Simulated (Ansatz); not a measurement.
CoSi (P2_13), relaxed with HSE06 (Ansatz, a program for electronic structure, plane waves, PAW): a = 4.3614 Å, b = 4.3614 Å, c = 4.3614 Å, α = 90.00°, β = 90.00°, γ = 90.00°.

| Item | Result |
|---|---|
| B₀ by P(V) fit (GPa) | 248 |

### Question
The same phase is relaxed and computed with r²SCAN in the same code. What are the cell and these values now?

### Answer
a = b = c = 4.383 Å, α = β = γ = 90.00°.

* **B₀ by P(V) fit (GPa)**: 244

Began spin-polarised and lost the moments: CoSi, P2_13 (Co on 4a, Si on 4a) with HSE06; CoSi, P2_13 (Co on 4a, Si on 4a) with r²SCAN. All cells were relaxed under the symmetry of their starts (and spin orders); stability against distortions was not tested throughout.

Potentials: the later of the program's two PAW sets.

Ansatz is a plane-wave DFT program.
